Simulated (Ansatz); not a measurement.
**What DFT gives for NiGeAs**

```yaml
crystal:
  lattice:
    - [3.90179, 0.00000, 0.00000]
    - [0.00000, 3.90179, 0.00000]
    - [0.00000, 0.00000, 6.44750]
  atoms:
    - { symbol: Ni, position: [0.00000, 0.00000, 0.00000] }
    - { symbol: Ni, position: [0.50000, 0.50000, 0.00000] }
    - { symbol: Ge, position: [0.00000, 0.50000, 0.83000] }
    - { symbol: Ge, position: [0.50000, 0.00000, 0.17000] }
    - { symbol: As, position: [0.00000, 0.50000, 0.33000] }
    - { symbol: As, position: [0.50000, 0.00000, 0.67000] }
```

The numbers come from plane-wave PAW DFT (Ansatz): r2SCAN, with U_eff = 5.53 eV on Ni d (all-electron-ortho-atomic projectors), no spin polarisation, 500 eV, 9×9×5 Γ-centred k points, gaussian occupations (width 0.2283 eV). Nothing was relaxed.

(1) Is the cell too large or too small?

(2) Describe some of the short contacts.

(3) Metal or insulator?

(4) Which atom feels the largest force, and which way?

(5) Give the Bader charges.

Origin: a known structure type with other elements, at an estimated volume, so it need not be a known compound. Caveats: no spin polarisation, so a magnetic state may lie lower; atoms or cell far from equilibrium; wide smearing.

Answers

(1) The pressure is 6.4 GPa (compression positive), so with the atoms held at these fractions the cell would first expand; the forces are large, so a full relaxation may end otherwise. The principal stresses 1.6, 8.8, 8.8 GPa differ, so its shape would change too.

(2) Ni–Ge at 2.24 Å: least valence density 0.54 e/Å³ and ELF 0.39 there. As–Ni at 2.89 Å: least valence density 0.21 e/Å³ and ELF 0.24 there. As–Ge at 2.95 Å: least valence density 0.23 e/Å³ and ELF 0.41 there. Both are smooth PAW fields, read partly inside the augmentation spheres.

(3) It is a metal, with about 2.4 states/eV a cell as the mean within 0.25 eV of the Fermi level, mostly As p (46 %), Ge p (19 %) and Ni d (19 %).

(4) The largest is on Ge4 (and as large on other atoms): 3.03 eV/Å, components (0.00, 0.00, 3.03). It makes 119° with the line to a nearest neighbour, Ni1 at 2.24 Å.

(5) Bader charges in e: Ni -0.24, Ge +0.28, As -0.04. In the mean Ge gives up most and Ni takes most, against the order of Pauling's electronegativities.
